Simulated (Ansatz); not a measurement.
The relaxed structure here is a generated cell of InSe: the first start was made by a random draw of sites in a space group, and the end was not matched to a known phase here, so it may be hypothetical. Known forms of InSe include space group No. 194.

One starting cell of InSe (a randomly generated symmetric cell of InSe (space group No. 107)) was relaxed twice with Ansatz (plane waves, PAW, scalar-relativistic): with r2SCAN at 500 eV and with PBE at 420 eV. The r2SCAN result:

```
CELL_PARAMETERS angstrom
     -2.56386     2.56386     6.54244
      2.56386    -2.56386     6.54244
      2.56386     2.56386    -6.54244
ATOMIC_POSITIONS crystal
  In 0.33761 0.33761 0.00000
  In 0.56812 0.56812 0.00000
  In 0.05653 0.05653 0.00000
  Se 0.14289 0.64289 0.50000
  Se 0.64289 0.14289 0.50000
  Se 0.86620 0.86620 0.00000
```

| quantity | r2SCAN | PBE |
|---|---|---|
| space group | I4mm | I4mm |
| volume (Å³/atom) | 28.67 | 29.53 |
| a (Å) | 5.128 | 5.182 |
| c (Å) | 13.085 | 13.195 |
| gap (eV, no spin-orbit coupling) | 0.00 | 0.00 |

Both levels end in the same structure; PBE's volume is 3.0 % larger. Neither column is exact.

No spin polarisation in the result. The relaxed primitive cell holds an odd number of electrons. A magnetic state may lie lower.

The run could not lose the symmetry of its start, so the end can be a saddle point.

Ansatz is an electronic-structure program.
